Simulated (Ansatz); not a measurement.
P (black phosphorus), relaxed and computed with several functionals in Ansatz (plane waves, PAW).

```csv
functional,a (Å),c (Å),V (Å³/atom),gap (eV),B₀ by P(V) fit (GPa)
PBE+D3(BJ),3.323,4.160,17.62,none,25.3
r²SCAN,3.300,4.557,20.71,0.25,16.5
PBEsol,3.318,4.194,17.92,none,21.0
r²SCAN+D4,3.298,4.473,19.71,none,23.4
PBE,3.311,4.566,21.34,0.14,7.3
LDA,3.311,4.120,17.35,none,26.9
```

Weakly bound layers, chains or molecules computed without a dispersion correction, so cells and soft constants are ill determined: P, black phosphorus with r²SCAN; P, black phosphorus with PBEsol; P, black phosphorus with PBE; P, black phosphorus with LDA. All cells were relaxed under the symmetry of their starts (and spin orders); stability against distortions was not tested throughout.

Potentials: the later of the program's two PAW sets.

Ansatz (a first-principles code) is a plane-wave DFT program.
